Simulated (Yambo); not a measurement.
G0W0@LDA for BaTiO₃ (space group R3m, No. 160) in Yambo. Reference settings: 4×4×4 Γ-centred k mesh, bands 2 to 127 and a 8 Ry block in the screening, 127 bands in G with the Bruneval-Gonze terminator, plasmon pole fitted at 27.2 eV. The LDA gap Z → Γ on this mesh is 2.33 eV; G0W0 gaps are taken between the same points.

Gap (Z → Γ) in eV against the number of bands and the screening block, terminator on:

```
bands (W and G)   2 Ry   3 Ry   5 Ry   6 Ry   8 Ry
---------------  -----  -----  -----  -----  -----
35               5.163  4.557  4.262  4.230  4.178
51               4.964  4.355  4.098  4.072  4.051
73               4.917  4.308  4.063  4.041  4.041
99               4.902  4.289  4.041  4.022  4.031
127              4.898  4.284  4.038  4.020  4.036
```

Rough cost of the Yambo step against the reference (shared machines):

| bands (W and G) | 2 Ry | 3 Ry | 5 Ry | 6 Ry | 8 Ry |
|---|---|---|---|---|---|
| 35 | 1/10 | 1/8 | 1/7 | 1/7 | 1/6 |
| 51 | 1/6 | 1/6 | 1/4 | 1/4 | 1/3 |
| 73 | 1/4 | 1/3 | 1/3 | 1/4 | 1/3 |
| 99 | 1/3 | 1/3 | 1/3 | 1/3 | 1/2 |
| 127 | 1/3 | 1/3 | 1/2 | 1/2 | 1 |

At the largest block the last step in bands moves the gap by 0.005 eV; at the most bands the last step in the block moves it by 0.016 eV.

Geometry of the Materials Project entry, not relaxed at this level; primitive cell a = b = c = 4.034 Å, α = β = γ = 89.84°.
